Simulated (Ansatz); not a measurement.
HfW$_{2}$:
```
CELL_PARAMETERS angstrom
      0.00000     3.77111     3.77111
      3.77111     0.00000     3.77111
      3.77111     3.77111     0.00000
ATOMIC_POSITIONS crystal
  Hf 0.00000 0.00000 0.00000
  Hf 0.25000 0.25000 0.25000
  W  0.62500 0.62500 0.62500
  W  0.12500 0.62500 0.62500
  W  0.62500 0.62500 0.12500
  W  0.62500 0.12500 0.62500
```

Relaxed with PBEsol. Special points in fractions of this cell's reciprocal vectors: Γ (0.000, 0.000, 0.000); X (0.500, 0.000, 0.500); U (0.625, 0.250, 0.625); K (0.375, 0.375, 0.750); L (0.500, 0.500, 0.500); W (0.500, 0.250, 0.750).

Q: List the band energies nearest the Fermi level at these points for DFT-PBEsol with spin–orbit coupling in the program Ansatz with PAW potentials.

A: In eV from the Fermi level; about four levels below and three above (degenerate sets whole), none deeper than 8.9 eV; points with the same levels are listed once.

| k | below | above |
|---|---|---|
| Γ | -0.56 -0.56 -0.56 -0.56 -0.02 -0.02 | 0.28 0.28 0.28 0.28 |
| X | -0.32 -0.32 -0.32 -0.32 | 1.82 1.82 1.82 1.82 |
| U | -0.75 -0.75 -0.13 -0.13 | 0.32 0.32 1.17 1.17 |
| L | -1.06 -1.06 -0.99 -0.99 | 1.45 1.45 1.49 1.49 |
| W | -0.21 -0.21 -0.02 -0.02 | 0.81 0.81 1.44 1.44 |

Space group Fd-3m (cubic Laves (MgCu2 type)). The workflow started from a Materials Project entry (that database holds measured and hypothetical structures alike); the Crystallography Open Database files this formula in space group No. 227, but the cells were not matched. Whether it is the stable phase at ambient conditions was not checked. Symmetry was held in the PBEsol relaxation; whether a distortion lowers the energy is not shown. No spin polarisation was allowed.

Potentials: the later of the program's two PAW sets.
